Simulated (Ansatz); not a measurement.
One stationary structure of ZrN. Level of theory: PBEsol (plane waves to 420 eV, PAW, scalar-relativistic; Ansatz, an electronic-structure program).

```xyz
2
Lattice="0.0000 2.2764 2.2764 2.2764 0.0000 2.2764 2.2764 2.2764 0.0000" Properties=species:S:1:pos:R:3 pbc="T T T"
Zr     2.2764     2.2764     2.2764
N      0.0000     0.0000     0.0000
```

Problem. Find the space group and the Wyckoff positions (tolerance 0.01 Å).

Solution. Space group Fm-3m (No. 225); a = 4.5527 Å, b = 4.5527 Å, c = 4.5527 Å, α = 90.00°, β = 90.00°, γ = 90.00°

```
atom  site  symmetry       x       y       z
----  ----  --------  ------  ------  ------
Zr      4b      m-3m  0.5000  0.5000  0.5000
N       4a      m-3m  0.0000  0.0000  0.0000
```

This is the rock salt type.

Problem. Give the shortest distances between elements (the closest pairs, up to four, under 3.6 Å).

Solution. N–Zr 2.28 Å; Zr–Zr 3.22 Å; N–N 3.22 Å.

| Property | Value |
|---|---|
| Volume per atom | 11.80 Å³ |
| Band gap | no gap (metallic) |

No spin polarisation in the result. The relaxed primitive cell holds an odd number of electrons. A magnetic state may lie lower.

The run could not lose the symmetry of its start.
